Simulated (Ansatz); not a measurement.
TiC (rock salt, space group No. 225) under volume change, plane-wave PAW PBEsol (Ansatz code), scaled uniformly.

| V (Å³/atom) | E − E(relaxed) (meV/atom) | P (GPa) |
|---|---|---|
| 9.001 | 78.0 | 30.38 |
| 9.298 | 32.9 | 18.69 |
| 9.595 | 7.8 | 8.64 |
| 9.891 | 0.0 | -0.01 |
| 10.188 | 7.1 | -7.45 |
| 10.485 | [?] | [?] |
| 10.782 | [?] | [?] |

**Question.** Some entries are withheld; supply them.

**Answer.** 
- 10.782, E − E(relaxed) (meV/atom): 57.9
- 10.782, P (GPa): -19.37
- 10.485, E − E(relaxed) (meV/atom): 26.9
- 10.485, P (GPa): -13.86

**Question.** What does a third-order Birch–Murnaghan fit give for V₀, B₀ and B′?

**Answer.** V₀ = 9.89 Å³/atom, B₀ = 267 GPa, B′ = 4.0.

Space group Fm-3m (rock salt). The cell was relaxed with PBEsol under the symmetry of its start; of distortions, only those at the zone centre were tested. The run is not spin-polarised.

Potentials: the later of the program's two PAW sets.
